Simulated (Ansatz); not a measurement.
# Na2Ag2TeO6: input and output

The input, for Ansatz 0.2.0 (plane waves, PAW):

```yaml
crystal:
  lattice:
    - [2.952251, 4.488525, 0.0]
    - [2.952251, -4.488525, 0.0]
    - [2.473767, 0.0, -5.624732]
  atoms:
    - { symbol: Te, position: [0.0, 0.0, 0.0] }
    - { symbol: Ag, position: [0.66475, 0.33525, 0.0] }
    - { symbol: Ag, position: [0.33525, 0.66475, 0.0] }
    - { symbol: Na, position: [0.18392, 0.81608, 0.5] }
    - { symbol: Na, position: [0.81608, 0.18392, 0.5] }
    - { symbol: O, position: [0.3568, 0.0304, 0.7879] }
    - { symbol: O, position: [0.9696, 0.6432, 0.2121] }
    - { symbol: O, position: [0.6432, 0.9696, 0.2121] }
    - { symbol: O, position: [0.0304, 0.3568, 0.7879] }
    - { symbol: O, position: [0.7574, 0.7574, 0.836] }
    - { symbol: O, position: [0.2426, 0.2426, 0.164] }
  symmetry: { tolerance: 0.0003 }
kpoints:
  mp_grid: { grid: [5, 5, 5], shift: [0, 0, 0] }
  band_path:
    path:
      - [0.0, 0.0, 0.0]
      - [0.5, -0.5, 0.0]
      - [0.5, -0.5, -0.5]
      - [0.0, 0.0, -0.5]
      - [0.0, 0.0, 0.0]
      - [0.0, -0.5, -0.5]
      - [0.0, 0.0, 0.0]
      - [0.0, -0.5, 0.0]
    npoints: 10
magnetization:
  spin_polarized: false
scf:
  occupations: { method: fermi_dirac }
  lower_state_search: "off"
  max_iter: 200
hamiltonian:
  pseudopotentials: { kind: paw }
  xc: r2scan
basis:
  ecutwfc: 500
  fft_grid_basis: typed
output:
  forces: true
  stress: true
  eigenvalues: true
  populations: true
  elf: true
  write_potential: true
  volumetric_format: npy
  dos:
    e_range: [-12, 8]
    de: 0.05
    projected: { site_lists: { Ag: [Ag], Na: [Na], O: [O], Te: [Te] } }
checkpoint:
  read: saved_state
```

Run as

```sh
ansatz run input.yaml --threads 1 --pin off --max-ram 2560MiB --backend cpu --events-out ev --progress --plain --runs-dir out
```

The saved state is an earlier solution for the same cell, perhaps on another mesh. 

Parts of the output:

```
Free energy (F): -28585.8877 eV
Harris-Foulkes:  -28585.8877 eV  (|F-HF|=4.72e-8)
Internal energy: -28585.7518 eV  (E = F + TS)
E sigma→0 (E₀):  -28585.8198 eV
Entropy (-TS):   -0.1359 eV (-12.359 meV/atom)
Fermi energy:    8.8315 eV
--- Forces (eV/Å), atoms counted from 1 ---
  atom   1  Te     0.0000     0.0000     0.0000
  atom   2  Ag     0.0000    -0.1010     0.0000
  atom   3  Ag     0.0000     0.1010     0.0000
  atom   4  Na     0.0000     0.0052     0.0000
  atom   5  Na     0.0000    -0.0052     0.0000
  atom   6  O     -0.3497    -1.8713     0.2359
  atom   7  O      0.3497    -1.8713    -0.2359
  atom   8  O      0.3497     1.8713    -0.2359
  atom   9  O     -0.3497     1.8713     0.2359
  atom  10  O      2.3718     0.0000     0.9710
  atom  11  O     -2.3718     0.0000    -0.9710
--- Stress (GPa, compression-positive) ---
        3.9370       0.0000       3.3250
        0.0000      10.5909       0.0000
        3.3250       0.0000      -0.5165
  P = ⅓ Tr σ = 4.6705 GPa (46.705 kbar)
--- Löwdin populations: 11 sites ---
  site symbol       q [e]
     0     Te     13.4654
     1     Ag     17.9480
     2     Ag     17.9480
     3     Na      8.2449
     4     Na      8.2449
     5      O      6.9307
     6      O      6.9307
     7      O      6.9307
     8      O      6.9307
     9      O      6.9186
    10      O      6.9186
  spilling = 0.0055 (of n_electrons = 108.0000)
```

Absolute energies hang on the potentials; compare differences alone.

Origin: a known structure type with other elements, at an estimated volume, so it need not be a known compound. Caveats: many states at the Fermi level without spin polarisation, so a magnetic state may lie lower; atoms or cell far from equilibrium.

Cost: 96 s on 1 thread of Arm Neoverse V1, with other jobs on the host, peak memory 1 GiB (start from a saved density).
